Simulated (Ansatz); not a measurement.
# InPt₃: sound and stiffness along [100], [110] and [111]

Method: DFT LDA, scalar-relativistic, plane waves, PAW (Ansatz 0.2.0). Plane waves to 420 eV; Γ-centred k mesh 10×10×10; Fermi-Dirac smearing of 0.15 eV. No spin polarisation.

Relaxed structure:
Space group Pm-3m (No. 221). a = 3.966 Å, b = 3.966 Å, c = 3.966 Å, α = 90.00°, β = 90.00°, γ = 90.00°
```json
{"atom": "In", "site": "1a", "symmetry": "m-3m", "x": "0.0000", "y": "0.0000", "z": "0.0000"}
{"atom": "Pt", "site": "3c", "symmetry": "4/mm.m", "x": "0.5000", "y": "0.5000", "z": "0.0000"}
```

In a metal, frequencies and elastic constants depend on the k mesh and the smearing, soft modes and shear constants most. Spin–orbit coupling is left out, which can shift energies with elements as heavy as these.

With ions relaxed, on the cubic axes: C11 = 318.8, C12 = 205.7, C44 = 101.3 GPa. The density is 18.630 g/cm³.

Problem. Is the crystal stable against strain, and how anisotropic is it?

Solution. Born's conditions hold: C11 + 2C12 = 730.2, C11 − C12 = 113.1 and C44 = 101.3 GPa are all positive. B = (C11 + 2C12)/3 = 243.4 GPa. The two shear moduli are C44 and C′ = (C11 − C12)/2 = 56.5 GPa, so Zener's ratio is A = C44/C′ = 1.79: the tetragonal shear C′ is the soft one, as in many fcc and bcc metals and zincblende crystals. The Cauchy pressure C12 − C44 is 104.5 GPa; it would vanish for pair forces between atoms on inversion centres at zero pressure, and a positive value is usual with metallic or many-body binding, and where atoms off inversion centres relax under shear, which lowers C44.

Problem. Give the sound speeds along the three symmetry directions.

Solution. The Christoffel equation gives ρv² for each branch:
```
direction branch                    ρv²    GPa v (m/s)
    [100]              L                    C11  318.8     4137
    [100]         T (×2) C44  101.3     2332
    [110]              L   (C11 + C12 + 2C44)/2  363.5     4417
    [110]   T, u ∥ [001]                    C44  101.3     2332
    [110]  T, u ∥ [1-10]          (C11 − C12)/2   56.5     1742
    [111]              L  (C11 + 2C12 + 4C44)/3  378.4     4507
    [111]         T (×2) (C11 − C12 + C44)/3   71.4     1958
```

Problem. How does Young's modulus depend on direction?

Solution. Inverting gives S11 = 6.353, S12 = -2.492, S44 = 9.875 TPa⁻¹. Along a unit vector (l, m, n), 1/E = S11 − 2(S11 − S12 − S44/2)(l²m² + m²n² + n²l²), where the last bracket is 0, 1/4 and 1/3 for [100], [110] and [111]: E = 157, 227 and 267 GPa. With A > 1 the body diagonal is stiffest. For a film on (001), the biaxial modulus is C11 + C12 − 2C12²/C11 = 259 GPa and the normal strain is −2C12/C11 = -1.29 times the in-plane one.